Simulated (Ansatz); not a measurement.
SrLa$_{2}$S$_{4}$:
```xyz
14
Lattice="-4.3030 4.3030 4.2886 4.3030 -4.3030 4.2886 4.3030 4.3030 -4.2886" Properties=species:S:1:pos:R:3 pbc="T T T"
Sr     0.0000     0.0000     4.2886
Sr     4.3030     0.0000     2.1443
La     6.4545     1.1140    -1.0721
La     1.1140     2.1515     1.0721
La    -2.1515     3.1890     3.2164
La     3.1890     2.1515     5.3607
S      1.4785    -0.6654     1.6868
S      3.6376     2.8245     2.6018
S      2.8245     4.9684    -2.6018
S      0.6654     1.4785     6.8903
S      1.4785     4.9684     0.4575
S      3.6376     1.4785    -0.4575
S      2.8245    -0.6654     4.7460
S      0.6654     2.8245     3.8311
```

Relaxed with LDA. Special points in fractions of this cell's reciprocal vectors: Γ (0.000, 0.000, 0.000); X (0.000, 0.000, 0.500); M (-0.500, 0.500, 0.500); Z (0.498, 0.498, -0.498); Z0 (-0.498, 0.502, 0.498); P (0.250, 0.250, 0.250); N (0.000, 0.500, 0.000).

Task: List the band energies nearest the valence-band maximum at these points for LDA (plane waves, PAW; program Ansatz).

Result: In eV from the valence-band maximum; about four levels below and three above (degenerate sets whole), none deeper than 8.9 eV; points with the same levels are listed once.

```
k                    below                     above
-  -----------------------  ------------------------
Γ  -0.58 -0.26 -0.03 -0.03  1.98 2.03 2.25 2.25 2.26
X  -0.88 -0.88 -0.34 -0.34       2.29 2.29 2.86 2.86
M    -0.25 -0.25 0.00 0.00       2.74 2.74 2.92 2.92
Z    -0.25 -0.25 0.00 0.00       2.74 2.75 2.92 2.92
P  -0.91 -0.91 -0.60 -0.60       2.61 2.61 2.81 2.81
N  -0.81 -0.79 -0.38 -0.14            2.42 2.47 2.72
```

Space group I-42d. The first step of the workflow began from a Materials Project structure, measured or hypothetical; the Crystallography Open Database copy checked does not list it. Its standing as an ambient phase is unchecked. Symmetry was held in the LDA relaxation; of distortions, only those at the zone centre were tested. Scalar-relativistic: spin–orbit coupling is off unless named, which matters more the heavier the elements.

Potentials: the later of the program's two PAW sets.
